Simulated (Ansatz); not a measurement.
Relaxed TiAl₃ (D022 type, space group I4/mmm):

```
CELL_PARAMETERS angstrom
     -1.91209     1.91209     4.28030
      1.91209    -1.91209     4.28030
      1.91209     1.91209    -4.28030
ATOMIC_POSITIONS crystal
  Al 0.50000 0.50000 0.00000
  Al 0.75000 0.25000 0.50000
  Al 0.25000 0.75000 0.50000
  Ti 0.00000 0.00000 0.00000
```

Scan: atom 1 (Al, nearest neighbour Ti at 2.704 Å; its periodic images, 3.8 Å or more away, move with it) is displaced along Cartesian [110], direction (0.707, 0.707, 0.000) in Cartesian axes, by s. The other atoms stay.

The numbers are results of r2SCAN (plane waves to 500 eV, PAW, scalar-relativistic; Ansatz, a program for electronic structure), not measurements. k mesh 14×14×14 (Γ-centred), Fermi-Dirac smearing 0.05 eV. E stands for the smeared free energy. Left out: 4 of 11 points, with atoms too close for the PAW data. With partly filled bands, energies and forces of such displacements shift with the k mesh and the smearing. TiAl3 is run without spin polarisation. TiAl3 was relaxed with its symmetry unable to fall. The zero of ΔE is the undisplaced structure.

Question: Predict the ΔE (eV/cell) at s (Å) = -0.486, -0.324, -0.162, 0.162, 0.324, 0.486.

Answer: 
```tsv
s (Å)	ΔE (eV/cell)
-0.486	1.212
-0.324	0.505
-0.162	0.121
0.162	0.121
0.324	0.505
0.486	1.212
```

(For displaced atoms, the force is minus the slope of the energy, and its curvature is a force constant, which sets phonon frequencies.)
